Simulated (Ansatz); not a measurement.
**TaSi₂: a ladder of calculations**

Cell of run 1: an entry of the Crystallography Open Database (COD) (the entry's cell lengths or inner coordinates differ somewhat from later room-temperature determinations), taken as it stands.

Space group P6_222 (No. 180); a = 4.7800, c = 6.5640 Å, γ = 120.00°.

```
site  Wyckoff  site symmetry       x       y       z
  Ta       3d            222  0.5000  0.0000  0.5000
  Si       6j            ..2  0.1666  0.3333  0.5000
```

One atom of each set is listed.

Relaxed positions (PBE, cell held):

Ta (0.5000, 0.0000, 0.5000)
Si (0.1589, 0.3179, 0.5000)

All runs are DFT with Ansatz 0.2.0 (plane waves and PAW, scalar-relativistic unless spin–orbit coupling is named, Γ-centred meshes, Fermi–Dirac smearing where given) in this cell.

Run 1: PBE, atoms as given; 420 eV, 8×8×5 k-points, smearing 0.05 eV.
Run 2: PBE, atoms relaxed; 420 eV, 8×8×5 k-points, smearing 0.05 eV.
Run 3: r2SCAN, at the relaxed atoms; 500 eV, 8×8×5 k-points, smearing 0.05 eV.
Run 4: PBE with spin–orbit coupling, at the relaxed atoms; 420 eV, 8×8×5 k-points, smearing 0.05 eV.

```csv
run,Ta V_zz (η),Si V_zz (η)
1,4.78 (0.84),-3.21 (0.64)
2,6.45 (0.89),-2.75 (0.53)
3,?,?
4,6.53 (0.86),-2.73 (0.52)
```

V_zz in 10²¹ V/m².

(1) Estimate the row of run 3.

Results:

(1) Ta: 6.62 (0.93); Si: -2.67 (0.53). It lies nearest to run 2, from whose tensors on these sites it differs by 0.30 at most (largest principal value of the difference, on Ta). Taken one at a time, the positions of the atoms (as given or relaxed) move the tensors on these sites by up to 1.71 (largest principal value of the change, on Ta), the functional (r2SCAN with its higher cutoff) by 0.30 (Ta), spin–orbit coupling by 0.10 (Ta).

With these PAW files V_zz is typically within 2 to 3 % of all-electron values, but misses above 10 % occur on Ta. In runs 1, 2, 3, 4 there is no gap above 0.1 eV, so the gradients can move by 10 % or more with the k-mesh. In run 1 the atoms aren't at the calculated equilibrium (largest force 0.80 eV/Å).
